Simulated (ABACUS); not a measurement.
Input and output of a self-consistent single point for SnGeSe2 (Pmc2_1, 8 atoms in the cell; from Materials Project mp-1218835, changed as shown) (ABACUS).

Method: PBEsol, numerical atomic orbitals DZP (confined pseudo-atomic orbitals with Gaussian additions; energy shift 0.01 Ry), PseudoDojo 0.4 standard norm-conserving PBEsol (tails mended) pseudopotentials run with ABACUS 3.10.1.

The change in words: volume scaled by 1.06. Reference geometry (Pmc2_1):
```xyz
8
Lattice="3.9596 0.0000 0.0000 0.0000 4.6770 0.0000 0.0000 0.0000 11.3708" Properties=species:S:1:pos:R:3 pbc="T T T"
Sn     1.9798     1.7120     4.3590
Sn     1.9798     2.9650    10.0444
Ge     0.0000     0.5749     7.1347
Ge     0.0000     4.1021     1.4493
Se     0.0000     1.1035     9.6149
Se     0.0000     3.5736     3.9295
Se     1.9798     1.0927     1.6330
Se     1.9798     3.5843     7.3184
```

Reference input (self-consistent single point, DFT, PBEsol, numerical atomic orbitals DZP (confined pseudo-atomic orbitals with Gaussian additions; energy shift 0.01 Ry), PseudoDojo 0.4 standard norm-conserving PBEsol (tails mended) pseudopotentials): basis = DZP numerical atomic orbitals, energy shift 0.01 Ry; KPT = Gamma 4 4 2 0 0 0; basis_type = lcao; ecutwfc = 100 Ry; smearing_method = fd; smearing_sigma = 0.000734986 Ry; potentials = PseudoDojo 0.4 standard norm-conserving PBEsol (tails mended); symmetry = 1; symmetry_prec = 1e-05; ks_solver = scalapack_gvx; scf_nmax = 100; scf_thr = 1.0e-06. This run's input differs from it in these lines:

```diff
@@ -35,5 +35,5 @@
 LATTICE_VECTORS
-   3.9596300000    0.0000000000    0.0000000000
-   0.0000000000    4.6770400000    0.0000000000
-   0.0000000000    0.0000000000   11.3708200000
+   4.0372900000    0.0000000000    0.0000000000
+   0.0000000000    4.7687710000    0.0000000000
+   0.0000000000    0.0000000000   11.5938360000
 
@@ -45,4 +45,4 @@
 2
-   1.9798150000    1.7120304920    4.3590038470
-   1.9798150000    2.9650095080   10.0444138470
+   2.0186450000    1.7456086245    4.4444970306
+   2.0186450000    3.0231623755   10.2414150306
 
@@ -51,4 +51,4 @@
 2
-   0.0000000000    0.5749485272    7.1347347172
-   0.0000000000    4.1020914728    1.4493247172
+   0.0000000000    0.5862250190    7.2746683366
+   0.0000000000    4.1825459810    1.4777503366
 
@@ -57,6 +57,6 @@
 4
-   0.0000000000    1.1034540472    9.6149379756
-   0.0000000000    3.5735859528    3.9295279756
-   1.9798150000    1.0926968552    1.6329634602
-   1.9798150000    3.5843431448    7.3183734602
+   0.0000000000    1.1250961420    9.8035158449
+   0.0000000000    3.6436748580    4.0065978449
+   2.0186450000    1.1141279687    1.6649907880
+   2.0186450000    3.6546430313    7.4619087880
 # file: KPT
```

Log, with long lists cut:

```
 SELF-CONSISTENT
 -------------------------------------------

                  longest orb rcut (Bohr) = 7.4
   longest nonlocal projector rcut (Bohr) = 2.66
                     search radius (Bohr) = 20.1

                          real space grid = [ 50, 60, 144 ]
                                 init_chg = atomic

 LCAO ALGORITHM --------------- ION=   1  ELEC=   1--------------------------------

 Density error is 0.031840945817
 E_KohnSham     -1640.3351158315     -22317.9042047978
 E_Fermi        0.5719281846         7.7814821574

 LCAO ALGORITHM --------------- ION=   1  ELEC=   2--------------------------------

   [... lines left out ...]

   [... 6 blocks of this kind left out ...]

 LCAO ALGORITHM --------------- ION=   1  ELEC=   9--------------------------------

 Density error is 1.95022472314e-06
 E_KohnSham     -1640.3488539410     -22318.0911213669
 E_Fermi        0.5822873028         7.9224251914

 LCAO ALGORITHM --------------- ION=   1  ELEC=  10--------------------------------

 Density error is 3.72343159968e-07
 E_KohnSham     -1640.3488539410     -22318.0911213675
 E_KS(sigma->0) -1640.3488539410     -22318.0911213675
 E_entropy(-TS) 0.0000000000         0.0000000000
 E_Fermi        0.5822881408         7.9224365927
 charge density convergence is achieved
 final etot is -22318.091121 eV
 EFERMI = 7.9224365927 eV

 STATE ENERGY(eV) AND OCCUPATIONS    NSPIN == 1
   [... 70 lines left out ...]

 TOTAL-FORCE (eV/Angstrom)
                       Sn1         0.0000000000         0.0556129423        -0.1250179488
                       Sn2         0.0000000000        -0.0556129423        -0.1250179488
                       Ge1         0.0000000000        -0.0504340539         0.0546614963
                       Ge2         0.0000000000         0.0504340539         0.0546614963
                       Se1         0.0000000000         0.0055753943         0.0044446568
                       Se2         0.0000000000        -0.0055753943         0.0044446568
                       Se3         0.0000000000        -0.0276142370         0.0659117957
   [... lines left out ...]

 TOTAL-STRESS (KBAR)
       -41.6994835092         0.0000000000         0.0000000000
         0.0000000000       -49.3519923904         0.0000000000
         0.0000000000         0.0000000000       -43.2246740435
 TOTAL-PRESSURE: -44.758717 KBAR

 --------------------------------------------
 !FINAL_ETOT_IS -22318.0911213674589817 eV
 --------------------------------------------
```

The run converged in 10 iterations. Against the reference run the free energy rises by 31.1 meV/atom, the pressure goes from -1.70 to -4.48 GPa, the largest force goes from 0.332 to 0.137 eV/Å and the gap on the mesh goes from 0.836 to 0.801 eV.

The atom-centred basis is finite, which shifts total energies, pressures, gaps and forces against plane waves. The structure comes from a collection of computed structures, made at another level of theory; the collection holds predicted forms beside known ones.

Cost on one core: roughly 70 core-seconds.

The atomic orbitals were generated for these runs; they are not ABACUS's published sets and were checked against plane waves on a few crystals only.

“Tails mended”: in these copies of the files the far tail of each local potential was reset to the Coulomb form.
